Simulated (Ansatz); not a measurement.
## MgTl: an elastic constant from a strain scan

Theory: DFT r2SCAN, scalar-relativistic, plane waves, PAW in Ansatz 0.2.0. The runs took a 500 eV cutoff, a Γ-centred 14×14×14 mesh and Gaussian smearing (0.15 eV). Spin–orbit coupling is left out, which can shift energies with elements as heavy as these. No spin polarisation. Energies are free energies at this smearing, counted from the undisturbed cell; pressure is positive in compression.

Reference structure (as given, not relaxed at this level; it stands at -0.2 GPa, and it needn't be the usual structure):

```xyz
2
Lattice="3.6350 0.0000 0.0000 0.0000 3.6350 0.0000 0.0000 0.0000 3.6350" Properties=species:S:1:pos:R:3 pbc="T T T"
Mg    0.0000    0.0000    0.0000
Tl    1.8175    1.8175    1.8175
```

The cell is strained by ε times the Voigt pattern (0, 0, 0, 0, 0, 1) (xx, yy, zz, yz, xz, xy; engineering shear) with fractional coordinates fixed. The cell holds 2 atoms in V0 = 48.03 Å³. The stress column is τ = (1/V0) dE/dε, got from the stress tensor σ (compression positive) at each point as −det(1 + εP) σ : P(1 + εP)⁻¹, with P the pattern as a tensor.

```
      ε  ΔE (meV/atom)  τ (GPa)
-0.1312         10.416   -1.252
-0.1125          7.258   -1.011
-0.0937          4.705   -0.802
-0.0750          2.762   -0.580
-0.0562          1.440   -0.366
-0.0375          0.634   -0.221
-0.0187          0.162   -0.114
 0.0000          0.000    0.000
 0.0187          0.162    0.114
 0.0375          0.634    0.221
 0.0562          1.440    0.366
 0.0750          2.762    0.580
 0.0937          4.705    0.802
 0.1125          7.258    1.011
 0.1312         10.416    1.252
 0.1500              ?        ?
```

Problem. Which combination of elastic constants does this scan measure, and how large is it?

Solution. For small ε, τ = τ0 + Kε with K = pᵀCp, which for this pattern is C44 in the cubic axes. The parabola through τ at ε = -0.0187, 0 and 0.0187 has slope K = 6.1 GPa at zero. The energies per cell, E = NΔE, of the same two points give K = 2[E(ε₊)/ε₊ − E(ε₋)/ε₋]/[(ε₊ − ε₋)V0] = 6.2 GPa, in agreement. The start is under stress, which shifts K from the elastic constant by about the size of that stress.

Problem. Predict the withheld row at ε = 0.1500 from the harmonic law, and compare.

Solution. ΔE = V0(τ0 ε + Kε²/2)/N = 10.324 meV/atom and τ = 0.92 GPa. The calculation gives 14.384 meV/atom and 1.58 GPa: the energy lies 39 % above the harmonic value.

In a metal these slopes depend on the k mesh and the smearing.